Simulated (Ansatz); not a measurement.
Relaxed Ir (fcc, Cu type):

```xyz
4
Lattice="3.8708 0.0000 0.0000 0.0000 3.8708 0.0000 0.0000 0.0000 3.8708" Properties=species:S:1:pos:R:3 pbc="T T T"
Ir     0.0000     0.0000     0.0000
Ir     1.9354     1.9354     0.0000
Ir     1.9354     0.0000     1.9354
Ir     0.0000     1.9354     1.9354
```

In this cell atom 3 (Ir, nearest neighbour Ir at 2.737 Å; its periodic images, 3.9 Å or more away, move with it) is moved by s along Cartesian [110], unit vector (0.707, 0.707, 0.000); all other atoms and the cell stay fixed.

All values below come from PBE (plane waves to 420 eV, PAW, scalar-relativistic; Ansatz, an electronic-structure program). k mesh 10×10×10 (Γ-centred), Fermi-Dirac smearing 0.05 eV. The energy includes the smearing's −TS. Left out: 4 of 11 points, with atoms too close for the PAW data. With partly filled bands, energies and forces of such displacements shift with the k mesh and the smearing. Ir is run without spin polarisation. Ir was relaxed with its symmetry unable to fall. Spin-orbit coupling is left out, though Ir is heavy. The zero of ΔE is the undisplaced structure.

The scan covers s from -0.492 to 0.492 Å in 7 points.

Q: Is this a single well or a double well?

A: A single well with its minimum at or next to zero displacement.

Q: Is the energy the same for equal positive and negative displacements?

A: Even: the same for both signs. With its periodic images moving along, the atom's site symmetry in this cell is m-3m.

Q: What is the energy change at s = 0.492 Å?

A: 2077 meV/cell.

Q: What force acts on the atom along the line at s = -0.492 Å?

A: 10.4 eV/Å.

Q: What is the force constant k = d²E/ds² of this move at s = 0?

A: 13.0 eV/Å².

(A displaced cell: forces are minus the slopes of the energy, force constants its curvatures, and phonons follow from these.)
